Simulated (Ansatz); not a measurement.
Consider the following.

Mo$_{3}$Si (A15, Cr3Si type)

Space group Pm-3n (No. 223); a = b = c = 4.8845 Å, α = β = γ = 90.00°

| atom | site | symmetry | x | y | z |
|---|---|---|---|---|---|
| Si | 2a | m-3. | 0.0000 | 0.0000 | 0.0000 |
| Mo | 6c | -4m.2 | 0.0000 | 0.5000 | 0.2500 |

Equation-of-state scan: isotropic scaling of the cell above, V₀ being its volume. Symmetry pins the atoms to their sites.

Calculation: r2SCAN (plane waves to 500 eV, PAW, scalar-relativistic; Ansatz, an electronic-structure program). k mesh 10×10×10 (Γ-centred), Fermi-Dirac smearing 0.05 eV. The energy includes the smearing's −TS. Stress and pressure are positive under compression. Mo3Si is run without spin polarisation. Mo3Si was relaxed with its symmetry unable to fall. ΔE is measured from the relaxed starting cell.

The scan covers V/V₀ from 0.900 to 1.100 in 13 points.

Q: What is the fitted pressure derivative B₀′?

A: 4.3.

Q: What bulk modulus B₀ follows from a third-order Birch-Murnaghan fit?

A: 264 GPa.

(Under strain, the slope of the energy per volume gives the stress and its curvature an elastic modulus.)
